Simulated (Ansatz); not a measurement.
# InCo₃SnS₂: computed property card

InCo3SnS2:
```
InCo3SnS2
1.0
    2.60863     1.50609     4.46333
   -2.60863     1.50609     4.46333
    0.00000    -3.01218     4.46333
In Co Sn S
1 3 1 2
Direct
  0.50000   0.50000   0.50000
  0.00000   0.50000   0.50000
  0.50000   0.00000   0.50000
  0.50000   0.50000   0.00000
  0.00000   0.00000   0.00000
  0.22019   0.22019   0.22019
  0.77981   0.77981   0.77981
```

Space group R-3m (No. 166); conventional cell a = 5.2173 Å, b = 5.2173 Å, c = 13.3900 Å, α = 90.00°, β = 90.00°, γ = 120.00°.

Method: the program Ansatz at the PBEsol level (PAW). The cell and atoms are relaxed at this level. Other levels are named where they apply.

### Cell and energy

```yaml
volume_per_atom: 15.03 Å³
density: 7.49 g/cm³
Formation energy from the elements (no fitted shifts): -0.45 eV/atom
```

### Electronic structure

```yaml
band_gap: 0.15 eV (indirect)
valence_band_maximum: at L
conduction_band_minimum: at F (3 equivalent valleys)
smallest_direct_gap_on_the_standard_path: 0.39 eV
hole_effective_mass: 0.70, 1.7, 6.2 mₑ (principal values)
Hole effective mass with spin–orbit coupling: 0.70, 1.6, 5.8 mₑ (principal values)
HSE06 gap on the PBEsol cell: 0.68 eV
Gap with spin–orbit coupling: 0.15 eV
```

### Mechanics

```yaml
Bulk modulus (Birch–Murnaghan fit): 1180 kbar
Pressure derivative B′: 5.6
Elastic constants (relaxed ions, GPa): C11 = 236, C12 = 77.5, C13 = 64.0, C14 = -12.2, C33 = 195, C44 = 63.7
mechanical_stability: stable (all eigenvalues of C positive)
hill_bulk_and_shear_moduli: 119 and 70.9 GPa
Young's modulus: 177 GPa
Poisson's ratio: 0.25
debye_temperature_from_the_elastic_constants: 412 K
```

### Dielectric response

```yaml
Electronic dielectric constant ε∞ (DFPT): 49.1 (xx = yy), 22.8 (zz)
Born charges (a third of the trace): In +3.28, Co -3.26, Sn +5.60, S +0.45 e
```

### Charges

```yaml
bader_charges: In +0.70, Co +0.01, Sn +0.65, S -0.69 e
```

The first step of the workflow began from a Materials Project structure, measured or hypothetical; the Crystallography Open Database copy checked does not list it. Its standing as an ambient phase is unchecked. The PBEsol relaxation kept the symmetry of its start; its stability against distortions is not shown here. The run is not spin-polarised. The references are the lowest solids computed at this level, not always the standard phases. Scalar-relativistic: spin–orbit coupling is off unless named, which matters more the heavier the elements.

Potentials: the later of the program's two PAW sets.
